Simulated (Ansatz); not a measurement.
Nb3Au2:
```xyz
5
Lattice="-1.7009 1.7009 7.6427 1.7009 -1.7009 7.6427 1.7009 1.7009 -7.6427" Properties=species:S:1:pos:R:3 pbc="T T T"
Nb     0.0000     0.0000     0.0000
Nb     0.0000     0.0000     6.1111
Nb     0.0000     0.0000     9.1743
Au     0.0000     0.0000     3.0472
Au     0.0000     0.0000    12.2382
```

Relaxed with r²SCAN. Special points in fractions of this cell's reciprocal vectors: Γ (0.000, 0.000, 0.000); X (0.000, 0.000, 0.500); P (0.250, 0.250, 0.250); N (0.000, 0.500, 0.000); M (0.500, 0.500, -0.500); S (0.262, 0.738, -0.262); S0 (-0.262, 0.262, 0.262); R (-0.025, 0.025, 0.500); G (0.500, 0.500, -0.025).

Q: List the band energies nearest the Fermi level at these points for the program Ansatz at the r²SCAN level (PAW).

A: In eV from the Fermi level; about four levels below and three above (degenerate sets whole), none deeper than 8.9 eV; points with the same levels are listed once.

| k | below | above |
|---|---|---|
| Γ | -3.79 -3.79 -2.99 -2.35 -0.89 | 0.14 0.20 0.20 |
| X | -1.85 -1.54 -1.11 -0.92 | 0.42 1.62 2.08 |
| P | -1.46 -1.46 -0.17 -0.17 | 1.71 1.92 3.15 3.15 |
| N | -1.34 -0.88 -0.78 -0.75 | 0.88 0.97 1.71 |
| M | -3.33 -3.26 -1.79 -0.67 | 0.21 0.22 0.22 |
| S | -1.30 -0.75 -0.70 -0.22 | 0.35 0.92 1.65 |
| R | -1.78 -1.54 -1.17 -0.95 | 0.38 1.62 2.09 |

Space group I4/mmm. The workflow started from a Materials Project entry (that database holds measured and hypothetical structures alike); the Crystallography Open Database files this formula in space group No. 139, but the cells were not matched. Whether it is the stable phase at ambient conditions was not checked. The r²SCAN relaxation kept the symmetry of its start; whether a distortion lowers the energy is not shown. The run is not spin-polarised. Spin–orbit coupling is left out wherever it is not named.

Potentials: the later of the program's two PAW sets.
